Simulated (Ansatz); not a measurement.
Given:

ScAg (CsCl type, Pm-3m), a = 3.339 Å, b = 3.339 Å, c = 3.339 Å, α = 90.00°, β = 90.00°, γ = 90.00°.

This is the LDA-relaxed structure.

Problem. All from LDA in the plane-wave PAW code Ansatz, unless another level is named. Estimate the formation energy from the elements (no fitted shifts).

Solution. -0.33 eV/atom.

Problem. Predict the density of states at the Fermi level.

Solution. 0.77 states/eV per atom (mean over ±0.08 eV).

The first step of the workflow began from a Materials Project structure, measured or hypothetical; the Crystallography Open Database files this formula in space group No. 221, but the cells were not matched. Its standing as an ambient phase is unchecked. Symmetry was held in the LDA relaxation; of distortions, only those at the zone centre were tested. The run is not spin-polarised. The references are the lowest solids computed at this level, not always the standard phases. Scalar-relativistic: spin–orbit coupling is off unless named, which matters more the heavier the elements.

Potentials: the later of the program's two PAW sets.
